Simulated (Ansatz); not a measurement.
Input:

AlN:
```
AlN
1.0
    5.29427     0.00000     0.00000
    0.00000     5.29427     0.00000
    0.00000     0.00000     3.10895
Al N
4 4
Cartesian
  1.70925   3.58502   0.00000
  3.58502   1.70925   0.00000
  4.35639   4.35639   1.55448
  0.93788   0.93788   1.55448
  1.66926   1.66926   0.00000
  3.62501   3.62501   0.00000
  0.97788   4.31640   1.55448
  4.31640   0.97788   1.55448
```

This is the PBEsol-relaxed structure. Cartesian axes are those of the cell as given.

All from PBEsol (plane waves, PAW; program Ansatz), unless another level is named. Predict the vibrational entropy at 300 K.

10.9 J/(K·mol of atoms).

What about the Poisson's ratio?

0.28.

What about the elastic constants (relaxed ions, GPa)?

C11 = 260, C12 = 145, C13 = 128, C33 = 399, C44 = 99.8, C66 = 128.

Predict the zero-point energy.

95.5 meV/atom.

Space group P4_2/mnm. The start of the workflow was typed in or built on a structure type; neither database checked (COD, Materials Project) lists it. It is not the phase usual at ambient conditions (space group No. 186, 216). The PBEsol relaxation kept the symmetry of its start; phonons on a q-mesh show no instability.

Potentials: the later of the program's two PAW sets.
